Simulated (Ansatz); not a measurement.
**Relaxation of Ti2O**

These are results of Ansatz 0.2.0, DFT r2SCAN, scalar-relativistic, plane waves, PAW, not measurements. (500 eV cutoff, 24×24×12 k-mesh, Gaussian smearing of 0.10 eV, no spin polarisation)

What was changed: biaxial strain in the a-b plane, c and atoms relaxed: +1.0 %.

Command:

```bash
ansatz run input.yaml --threads 1 --pin off --max-ram 2560MiB --backend cpu --events-out ev --progress --plain --runs-dir out
```

Input:

```yaml
crystal:
  lattice:
    - [2.9809491178, 0.0, 0.0]
    - [-1.4904745589, 2.5815776634, 0.0]
    - [0.0, 0.0, 4.7851204277]
  atoms:
    - { symbol: Ti, position: [0.6666666667, 0.3333333333, 0.2688898702] }
    - { symbol: Ti, position: [0.3333333333, 0.6666666667, 0.7311101298] }
    - { symbol: O, position: [0.0, 0.0, 0.0] }
basis:
  ecutwfc: 500
kpoints:
  mp_grid: { grid: [24, 24, 12] }
hamiltonian:
  xc: r2scan
scf:
  occupations: { method: gaussian, width: 0.1 }
output:
  forces: true
  stress: true
  eigenvalues: true
  write_density: true
  write_potential: true
  elf: true
  volumetric_format: npy
relax:
  adjacent_minimum: "off"
  f_tol: 0.008
  max_steps: 40
  cell: { stress_tol: 0.015, fix: [a, b, gamma] }
```

F is the free energy. Steps run on the plane waves of an earlier cell, but the last one, and at times one on the way, on a freshly chosen basis, so a repeated geometry can differ a little in energy. The held parts of the cell keep their stress, so P needn't end at zero.

Steps:

| step | F − F(1) (eV) | largest force component (eV/Å) | V (Å³/atom) | P (GPa) |
| --- | --- | --- | --- | --- |
| 1 | 0.0000 | 0.124 | 12.275 | -2.65 |
| 2 | 0.0000 | 0.041 | 12.319 | -3.21 |
| 3 | -0.0009 | 0.015 | 12.258 | -2.27 |
| 4 | -0.0009 | 0.001 | 12.268 | -2.45 |
| 5 | -0.0009 | 0.001 | 12.268 | -2.45 |

Relaxed structure:

```yaml
crystal:
  lattice:
    - [2.98095, 0.00000, 0.00000]
    - [-1.49047, 2.58158, 0.00000]
    - [0.00000, 0.00000, 4.78269]
  atoms:
    - { symbol: Ti, position: [0.66667, 0.33333, 0.26735] }
    - { symbol: Ti, position: [0.33333, 0.66667, 0.73265] }
    - { symbol: O, position: [0.00000, 0.00000, 0.00000] }
```

Symmetry: P-3m1, No. 164, trigonal system. Conventional cell: a = 2.981 Å, b = 2.981 Å, c = 4.783 Å, α = 90.00°, β = 90.00°, γ = 120.00°. Ti (site symmetry 3m) has 3 O at 2.14 Å as nearest neighbours. Around O (site symmetry -3m) lie 6 Ti at 2.14 Å.

The run converged. The run took 3.1 min on 1 thread of Oxide Virtual Turin-like Processor (Zen 5), on a shared host, peak memory 0.91 GiB.